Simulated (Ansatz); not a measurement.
H4IN:
```
CELL_PARAMETERS angstrom
     -2.59305     3.48841     2.39943
      2.59305    -3.48841     2.39943
      2.59305     3.48841    -2.39943
ATOMIC_POSITIONS crystal
  H  0.86328 0.02777 0.16449
  H  0.86328 0.69879 0.83551
  H  0.23567 0.11169 0.12398
  H  0.98771 0.11169 0.87602
  I  0.50918 0.00918 0.50000
  N  0.99188 0.99188 0.00000
```

Relaxed with LDA. Special points in fractions of this cell's reciprocal vectors: Γ (0.000, 0.000, 0.000); X (0.500, -0.500, 0.500); F0 (0.388, -0.388, 0.612); Σ0 (-0.388, 0.388, 0.388); Λ0 (0.368, 0.368, -0.368); G0 (0.632, -0.368, 0.368); R (0.000, 0.500, 0.000); W (0.250, 0.250, 0.250); S (0.500, 0.000, 0.000); T (0.000, 0.000, 0.500).

Problem. List the band energies nearest the valence-band maximum at these points for the program Ansatz at the LDA level (PAW).

Solution. In eV from the valence-band maximum; about four levels below and three above (degenerate sets whole), none deeper than 8.9 eV; points with the same levels are listed once.

| k | below | above |
|---|---|---|
| Γ | -7.34 -0.06 -0.01 0.00 | 3.74 6.28 6.56 |
| X | -7.38 -0.76 -0.34 -0.19 | 4.93 5.44 7.67 |
| F0 | -7.31 -0.68 -0.68 -0.27 | 5.44 5.96 7.87 |
| Λ0 | -7.31 -0.78 -0.64 -0.48 | 5.59 6.65 7.11 |
| R | -7.41 -0.75 -0.29 -0.26 | 4.74 5.26 7.55 |
| W | -7.41 -0.75 -0.63 -0.48 | 5.87 6.12 6.71 |
| S | -7.23 -1.44 -0.57 -0.50 | 5.47 7.29 7.74 |
| T | -7.14 -1.42 -0.43 -0.36 | 5.52 7.44 7.75 |

Space group Imm2. The workflow started from a Materials Project entry (that database holds measured and hypothetical structures alike); the Crystallography Open Database copy checked does not list it. Its standing as an ambient phase is unchecked. Symmetry was held in the LDA relaxation. At this level the phase is dynamically unstable (imaginary phonons). A crystal of weakly bound molecules computed without a dispersion correction: the cell and the soft elastic constants depend strongly on that. Spin–orbit coupling is left out wherever it is not named.

Potentials: the later of the program's two PAW sets.
